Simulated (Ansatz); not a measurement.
# A plane-wave run on PbCClO$_{2}$

Input file of Ansatz 0.2.0:

```yaml
crystal:
  lattice:
    - [3.00063979, 2.96543678, 0.0]
    - [3.00063979, -2.96543678, 0.0]
    - [0.86781224, 0.0, -9.47698321]
  atoms:
    - { symbol: C, position: [0.633, 0.367, 0.5] }
    - { symbol: C, position: [0.367, 0.633, 0.5] }
    - { symbol: Cl, position: [0.273, 0.273, 0.8811] }
    - { symbol: Cl, position: [0.727, 0.727, 0.1189] }
    - { symbol: O, position: [0.788, 0.328, 0.6109] }
    - { symbol: O, position: [0.672, 0.212, 0.3891] }
    - { symbol: O, position: [0.212, 0.672, 0.3891] }
    - { symbol: O, position: [0.328, 0.788, 0.6109] }
    - { symbol: Pb, position: [0.7732, 0.7732, 0.777] }
    - { symbol: Pb, position: [0.2268, 0.2268, 0.223] }
  symmetry: { tolerance: 0.0003 }
kpoints:
  mp_grid: { grid: [6, 6, 3], shift: [0, 0, 0] }
  band_path:
    path:
      - [0.0, 0.0, 0.0]
      - [0.49621588, -0.49621588, 0.0]
      - [-0.49621588, -0.50378412, 0.0]
      - [-0.5, -0.5, 0.0]
      - [0.0, 0.0, 0.0]
      - [-0.5, -0.5, -0.5]
      - [-0.48205733, -0.51794267, -0.5]
      - [0.48205733, -0.48205733, -0.5]
      - [0.0, 0.0, -0.5]
      - [0.0, 0.0, 0.0]
      - [0.0, -0.5, -0.5]
    npoints: 6
magnetization:
  spin_polarized: false
scf:
  occupations: { method: methfessel_paxton, width: 0.0722 }
  lower_state_search: "off"
  max_iter: 200
hamiltonian:
  pseudopotentials: { kind: paw }
  xc: r2scan
basis:
  ecutwfc: 500
  fft_grid_basis: typed
output:
  forces: true
  stress: true
  eigenvalues: true
  bader: true
  populations: true
  elf: true
  write_potential: true
  volumetric_format: npy
  dos:
    e_range: [-12, 8]
    de: 0.05
    projected: { site_lists: { C: [C], Cl: [Cl], O: [O], Pb: [Pb] } }
checkpoint:
  read: saved_state
```

The saved state is an earlier solution for the same cell, perhaps on another mesh. 

Parts of the output:

```
Pseudopotentials: kind: paw
Pseudopotential: C, paw, valence charge 4, recommended cutoff 500 eV (meta_gga), C.paw.azcp
Pseudopotential: Cl, paw, valence charge 7, recommended cutoff 500 eV (meta_gga), Cl.paw.azcp
Pseudopotential: O, paw, valence charge 6, recommended cutoff 500 eV (meta_gga), O.paw.azcp
Pseudopotential: Pb, paw, valence charge 14, recommended cutoff 500 eV (meta_gga), Pb.paw.azcp
Functional definition: r2SCAN
  exchange = r2scan_x(k0 = k0, k1 = k1, a1 = a1)
  correlation = r2scan_c
Crystal: 10 atoms, lattice volume = 168.656 Å³
Basis set: ecut = 500 eV, 4297 PW (Γ), exchange–correlation on 128×128×288 points (64 copies of the dense FFT grid, shifted against one another)
Bands: 47, of which v1, the nominal top of the filled ones, is band 37 counted from 1 (36 counted from 0)
Symmetry: 4 space group operations
Space group: C2/m (ITA 12), of the structure as read, at distance tolerance 1.7e-3 Å
k-points: 34 of 108
Initial density: read from a saved state, or passed on in memory by an earlier SCF of this step, an earlier step, the calling program or the single point that the run made first
Functional: x = r2scan, c = r2scan; τ floored in thin density (d = 2e-4 eV/Å³)
SCF iter   1: F=—  Δρ=8.01e-4  dr2=2.23e-4  dr2_τ=3.61e-4
SCF iter   2: F=—  S|Δr|=    0.00e0  Δρ=4.20e-4  dr2=6.79e-5  dr2_τ=9.63e-5
SCF iter   3: F=—  S|Δr|=    0.00e0  Δρ=8.37e-5  dr2=1.08e-5  dr2_τ=1.46e-6
SCF iter   4: F=—  S|Δr|=    0.00e0  Δρ=2.73e-5  dr2=9.82e-7  dr2_τ=2.75e-7
SCF iter   5: F=-28789.2406 eV  S|Δr|=    0.00e0  Δρ=8.80e-6  dr2=6.18e-8  dr2_τ=3.68e-8
Free energy (F): -28789.2406 eV
Harris-Foulkes:  -28789.2406 eV  (|F-HF|=1.45e-7)
Internal energy: -28789.2406 eV  (E = F + TS)
E sigma→0 (E₀):  -28789.2406 eV
Fermi energy:    6.1352 eV
--- Per-component energies (eV) ---
  E_band       = -359.0198
  E_kinetic    = 1768.7557
  E_local      = -5194.6110  (includes V_loc(G=0)·N_el)
  E_nonlocal   = 1001.9554
  E_hartree    = 1962.9242
  E_xc         = -1009.0863
  E_vxc        = -1108.1656  (∫ρ·V_xc dr)
  E_paw        = -23033.1475  (= ΣΔE_a)
  E_vpaw       = -823.2065  (= ΣTr[D̂ρ^β])
  E_aug_tail   = 0.0042  (compensation charges beyond the density's cutoff)
  E_vtau       = 70.4024  (kinetic-family band-sum trace: ∫τ·v_τ [+ j·A + Jᵃ·Aᵃ] dr)
  E_ewald      = -4287.5162
  E_core_change = 1.4809  (= ΣΔE_core)
  E_smearing   = 0.0000  (= −TS)
--- Forces (eV/Å), atoms counted from 1 ---
  atom   1  C      0.0000     0.4009     0.0000
  atom   2  C      0.0000    -0.4009     0.0000
  atom   3  Cl     0.0029     0.0000    -0.0768
  atom   4  Cl    -0.0029     0.0000     0.0768
  atom   5  O     -0.5520    -0.5219     1.3435
  atom   6  O      0.5520    -0.5219    -1.3435
  atom   7  O      0.5520     0.5219    -1.3435
  atom   8  O     -0.5520     0.5219     1.3435
  atom   9  Pb    -0.0598     0.0000     0.1150
  atom  10  Pb     0.0598     0.0000    -0.1150
--- Stress (GPa, compression-positive) ---
       -2.0493       0.0000       2.3805
        0.0000      -2.8211       0.0000
        2.3805       0.0000      -6.4048
  P = ⅓ Tr σ = -3.7584 GPa (-37.584 kbar)
--- Löwdin populations: 10 sites ---
  site symbol       q [e]
     0      C      3.4481
     1      C      3.4481
     2     Cl      7.4270
     3     Cl      7.4270
     4      O      6.4629
     5      O      6.4629
     6      O      6.4629
     7      O      6.4629
     8     Pb     12.9924
     9     Pb     12.9924
  spilling = 0.0056 (of n_electrons = 74.0000)
--- Bader charges: 10 sites ---
  site symbol  charge [e]  shift [e]
     0      C      1.6951     0.0059
     1      C      1.6951     0.0059
     2     Cl     -0.7121     0.0000
     3     Cl     -0.7121     0.0000
     4      O     -1.2303     0.0030
     5      O     -1.2303     0.0030
     6      O     -1.2303     0.0030
     7      O     -1.2303     0.0030
     8     Pb      1.4777     0.0001
     9     Pb      1.4777     0.0001
```

Origin: a database entry at a rescaled volume. Caveats: atoms or cell far from equilibrium.
